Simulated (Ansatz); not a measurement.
The cell is InGa3P4, ordered on the zincblende lattice (Amm2) with 8 atoms a cell; cell and atoms were relaxed with r2SCAN. It is orthorhombic, Amm2 (No. 38); a = 3.933 Å, b = 7.878 Å, c = 11.152 Å in the conventional setting, 21.59 Å³ an atom. Ga is surrounded by 4 P at 2.38–2.41 Å; Ga is surrounded by 4 P at 2.34–2.41 Å; In is surrounded by 4 P at 2.49–2.51 Å; P is surrounded by 4 Ga at 2.41 Å; P is surrounded by 3 Ga at 2.38 Å and 1 In at 2.51 Å; P is surrounded by 2 Ga at 2.34 Å and 2 In at 2.49 Å.

3 runs of the PAW code Ansatz on this cell differ in the functional (and in the settings that go with it). Levels are in eV from each run's valence top; v1 is the last filled band, c1 the first empty one.

Run A, mean stress 0.0 GPa (compression positive):
```
point     v4     v3     v2     v1    c1    c2
    Γ  -1.06  -0.10  -0.10   0.00  1.48  1.71
    Y  -1.71  -1.54  -1.48  -0.92  2.30  2.39
   C₀  -1.88  -1.69  -1.49  -0.63  2.66  2.73
    Z  -3.45  -3.24  -1.48  -1.11  3.02  3.67
   A₀  -2.24  -1.82  -1.40  -1.35  1.97  2.12
    T  -1.44  -1.21  -1.15  -1.00  1.54  1.77
```

Run B, mean stress +0.4 GPa (compression positive):
```
point     v4     v3     v2     v1    c1    c2
    Γ  -1.10  -0.10  -0.10   0.00  1.94  2.18
    Y  -1.77  -1.60  -1.53  -0.98  2.80  2.89
   C₀  -1.95  -1.74  -1.55  -0.66  3.16  3.23
    Z  -3.61  -3.40  -1.53  -1.16  3.57  4.19
   A₀  -2.31  -1.89  -1.44  -1.40  2.40  2.56
    T  -1.48  -1.24  -1.19  -1.05  1.98  2.25
```

Run C, mean stress +2.2 GPa (compression positive):
```
point     v4     v3     v2     v1    c1    c2
    Γ  -1.01  -0.11  -0.10   0.00  1.06  1.37
    Y  -1.64  -1.48  -1.41  -0.89  2.04  2.13
   C₀  -1.80  -1.64  -1.43  -0.60  2.37  2.44
    Z  -3.34  -3.14  -1.42  -1.07  2.70  3.31
   A₀  -2.17  -1.78  -1.34  -1.30  1.72  1.86
    T  -1.37  -1.15  -1.10  -0.96  1.23  1.47
```

Problem. Match the runs to PBE, r2SCAN, HSE06.

Solution. A is r2SCAN, B is HSE06, C is PBE. In order of the gap: PBE 1.06, r2SCAN 1.48, HSE06 1.94 eV. The stress vanishes for r2SCAN, which relaxed the cell.

No spin polarisation and no zero-point or thermal motion; the cell was built from a prototype and may be hypothetical.

No spin-orbit coupling is included; it can move band edges with weight on the heavy atoms by tenths of an eV.

The stress of a hybrid is loosely converged in these runs.

The meshes of the hybrids are coarse, so their gaps aren't converged to the digits shown.
